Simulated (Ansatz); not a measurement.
Stackings of close-packed layers of HfB (capitals for Hf, lower case for the other element), each relaxed to a stress under 0.05 GPa; energies count from the stacking AcBaCb (R-3m).

The calculation used Ansatz, DFT PBE, scalar-relativistic, plane waves, PAW.

Cutoff 420 eV; k points 12×12×6 on the computed 4-atom cell (Γ-centred); Gaussian smearing, width 0.10 eV; no spin polarisation.

Start (AbAc):

```yaml
crystal:
  lattice:
    - [3.42231, 0.00000, 0.00000]
    - [-1.71115, 2.96380, 0.00000]
    - [0.00000, 0.00000, 5.56767]
  atoms:
    - { symbol: Hf, position: [0.00000, 0.00000, 0.00000] }
    - { symbol: B, position: [0.33333, 0.66667, 0.25000] }
    - { symbol: Hf, position: [0.00000, 0.00000, 0.50000] }
    - { symbol: B, position: [0.66667, 0.33333, 0.75000] }
```

**Question.** Relax it.

**Answer.** The free energy falls by 131 meV/atom.

* excess energy (meV/atom): 420.4
* excess energy on a denser mesh (meV/atom): 417.9
* spacing of like layers (Å): 3.075
* a (Å): 3.341
* gap on the mesh (eV): 0
* denser mesh: 21×21×12

Relaxed structure:
```xyz
4
Lattice="3.3412 0.0000 0.0000 -1.6706 2.8935 0.0000 0.0000 0.0000 6.1498" Properties=species:S:1:pos:R:3 pbc="T T T"
Hf    0.0000    0.0000    0.0000
B     0.0000    1.9290    1.5375
Hf    0.0000    0.0000    3.0749
B     1.6706    0.9645    4.6124
```

Spin-orbit coupling is left out, which matters for the bands of heavy elements.

Small energy differences in metals hang on the k mesh (about 10 mJ/m² or 1 to 2 meV/atom on the mesh of the relaxation).

It took 81 s on 1 thread of Arm Neoverse V1 (shared host), peak memory 0.43 GiB.